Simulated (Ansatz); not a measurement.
Be2C (fluorite or antifluorite type, Fm-3m), the program Ansatz at the PBE level (PAW). The conduction-band minimum lies at X, with 3 equivalent valleys. Second derivatives d²E/dk² of the lowest band at one valley (eV·Å²), along Cartesian directions:

| direction | d²E/dk² |
|---|---|
| [100] | 10.98 |
| [010] | 32.74 |
| [001] | 32.74 |
| [110] | 21.86 |
| [101] | 21.86 |
| [011] | 32.72 |

Problem. Find the principal effective masses, the density-of-states mass and the conductivity mass.

Solution. Off-diagonal terms follow from H_xy = H[110] − (H_xx + H_yy)/2, and m*/mₑ = 7.620 eV·Å² over each eigenvalue: 0.23, 0.23, 0.69. One valley's DOS mass (m₁m₂m₃)^(1/3) = 0.33, conductivity mass 3/(Σ 1/mᵢ) = 0.30 mₑ.

Problem. What effective density of states Nc follows at 300 K for parabolic valleys?

Solution. Nc = 2.509e19 × 3 × (0.33)^(3/2) ≈ 1.4e19 cm⁻³.

The PBE relaxation kept the symmetry of its start.

Potentials: the earlier of the program's two PAW sets.

Edges and masses are those of Kohn–Sham bands, whose gap is no quasiparticle gap.
